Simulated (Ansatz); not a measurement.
## Structures of Na₂AlIn: which is lowest?

Plane-wave DFT in Ansatz with scalar-relativistic PAW potentials, cutoff 420 eV, Γ-centred meshes chosen by cell and gap, Gaussian smearing with energies taken to zero width. Every cell was relaxed (cell and atoms) in a run of its own, within the symmetry of its start. Functional: PBE.

Relaxed structures (starts from databases or built by putting these elements on another compound's sites):
A. P6_3/mmc, 8 atoms in the computed cell, a = 3.285 Å, c = 21.824 Å; sites (symmetry × multiplicity) Na 3m. × 4, Al -6m2 × 2, In -3m. × 2; start: built
B. P4/nmm, 8 atoms in the computed cell, a = 5.224 Å, c = 7.328 Å; sites (symmetry × multiplicity) Na -4m2 × 2 + 4mm × 2, Al 4mm × 2, In -4m2 × 2; start: built

Question: Rank them by energy. Could pressure change the order?

Answer:
| structure | group | E − E(lowest) (meV/atom) | V (Å³/atom) | gap on mesh (eV) |
| --- | --- | --- | --- | --- |
| B | P4/nmm | 0.0 | 24.99 | 0.00 |
| A | P6_3/mmc | 73 | 25.50 | 0.00 |

B is lowest, 73 meV/atom under A. The lowest is also the densest of these, so pressure wouldn't bring one of the others in at first order. Other structures may lie lower than all of these, and vibrations aren't counted.